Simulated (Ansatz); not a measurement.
Bi₂Te₃:
```yaml
crystal:
  lattice:
    - [4.40792, 0.00000, 0.00000]
    - [-2.20396, 3.81737, 0.00000]
    - [0.00000, 0.00000, 11.01377]
  atoms:
    - { symbol: Bi, position: [0.33333, 0.66667, 0.18677] }
    - { symbol: Bi, position: [0.66667, 0.33333, 0.81323] }
    - { symbol: Te, position: [0.00000, 0.00000, 0.00000] }
    - { symbol: Te, position: [0.33333, 0.66667, 0.65785] }
    - { symbol: Te, position: [0.66667, 0.33333, 0.34215] }
```

Relaxed with r²SCAN. Special points in fractions of this cell's reciprocal vectors: Γ (0.000, 0.000, 0.000); M (0.500, 0.000, 0.000); K (0.333, 0.333, 0.000); A (0.000, 0.000, 0.500); L (0.500, 0.000, 0.500); H (0.333, 0.333, 0.500).

**Question.** List the band energies nearest the valence-band maximum at these points for the program Ansatz at the r²SCAN level (PAW).

**Answer.** In eV from the valence-band maximum; about four levels below and three above (degenerate sets whole), none deeper than 8.9 eV; points with the same levels are listed once.

```csv
k,below,above
Γ,-1.25 -1.25 -0.56 -0.56 -0.01,1.01 1.47 1.47
M,-2.16 -1.50 -0.88 -0.69,1.38 2.40 2.83
K,-2.28 -2.28 -1.23 -0.94 -0.94,1.66 2.93 2.93
A,-1.03 -0.63 -0.63 -0.27,1.14 1.50 1.50
L,-1.81 -1.27 -0.76 -0.71,1.52 2.05 2.14
H,-2.79 -2.79 -1.53 -0.32 -0.32,2.30 2.30 2.34
```

Space group P-3m1 (La2O3 or Ni2Al3 type). A made-up cell: these elements were put on the sites of a structure type; neither database checked (COD, Materials Project) lists it. It is not the phase usual at ambient conditions (space group No. 166). The cell was relaxed with r²SCAN under the symmetry of its start; whether a distortion lowers the energy is not shown. Scalar-relativistic: spin–orbit coupling is off unless named, which matters more the heavier the elements.

Potentials: the later of the program's two PAW sets.
